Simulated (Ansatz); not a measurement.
Relaxed-ion elastic tensor of Pd (hcp (Mg type), P6_3/mmc) in GPa (Voigt order), the program Ansatz at the PBEsol level (PAW); density 12.07 g/cm³, 14.64 Å³ per atom.

|  | 1 | 2 | 3 | 4 | 5 | 6 |
|---|---|---|---|---|---|---|
| 1 | 283 | 176 | 146 | 0.0 | 0.0 | 0.0 |
| 2 | 176 | 283 | 146 | 0.0 | 0.0 | 0.0 |
| 3 | 146 | 146 | 306 | 0.0 | 0.0 | 0.0 |
| 4 | 0.0 | 0.0 | 0.0 | 38.0 | 0.0 | 0.0 |
| 5 | 0.0 | 0.0 | 0.0 | 0.0 | 38.0 | 0.0 |
| 6 | 0.0 | 0.0 | 0.0 | 0.0 | 0.0 | 53.3 |

Problem. Is the crystal mechanically stable?

Solution. Yes: the smallest eigenvalue of C is 38.0 GPa.

Problem. Work out the Voigt, Reuss and Hill averages.

Solution. K_V = 201, K_R = 201, K_H = 201; G_V = 52.8, G_R = 48.8, G_H = 50.8 GPa.

Problem. Give Young's modulus, Poisson's ratio, Pugh's ratio and the universal anisotropy index.

Solution. E = 9KG/(3K + G) = 141 GPa; ν = 0.38; K/G = 3.95 (ductile by the Pugh limit of 1.75); A_U = 5G_V/G_R + K_V/K_R − 6 = 0.41.

Problem. Estimate the sound speeds and the Debye temperature.

Solution. v_l = √((K + 4G/3)/ρ) = 4720 m/s, v_t = √(G/ρ) = 2050 m/s, mean 2320 m/s; Θ = (h/k)(3n/4πV)^(1/3) v_m = 282 K.

Problem. How much does each axis shrink under pressure?

Solution. Linear compressibilities β_i = Σ_j S_ij (j = 1 to 3): x 1.6, y 1.6, z 1.7 per TPa.

The workflow started from a Materials Project entry (that database holds measured and hypothetical structures alike); the Crystallography Open Database copy checked does not list it. It is not the phase usual at ambient conditions (space group No. 225). The PBEsol relaxation kept the symmetry of its start; its stability against distortions is not shown here. Magnetic state: ferromagnetic, the only order run, not a proven ground state. As this level gives no gap, shear constants depend on the k-mesh and smearing (Fermi–Dirac, 0.1 eV here).

Potentials: the later of the program's two PAW sets.
